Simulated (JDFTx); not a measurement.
- surface: Ta(110)
- bulk: Ta, Im-3m, lattice of mp-50 (not re-optimised)
- slab: 4 atoms in 4 planes, 1x1, 6.9 Å between the outermost planes
- in-plane cell: 2.866 × 2.866 Å, 7.75 Å²
- cell height: 23.0 Å
- sampling: 8×8×1 k mesh, Fermi smearing 0.01 Ha, no spin polarisation

All numbers are PBE, GBRV ultrasoft potentials, plane waves to 20/100 Ha results from JDFTx (a modified build), not measurements. Liquid: CANDLE, water, 0.5 M NaF; nuclei fixed. Potentials are counted from the potential of zero charge; σ repeats to about 1 %.

```tsv
U − U_pzc (V)	σ (μC/cm², per face)
0.31	6.17
0.39	8.00
0.51	withheld
0.91	24.32
```

Fit σ = C₀x + bx² (x = U − U_pzc) to the other rows by least squares, predict the withheld value, and compare with the run.

The fit gives C₀ (μF/cm²) = 16.1, b (μF/cm²/V) = 11.7, with a root-mean-square miss of 0.05 μC/cm² on its own rows. It predicts 11.2 μC/cm²; the run gives 11.1 μC/cm², a miss of 0.1 μC/cm².
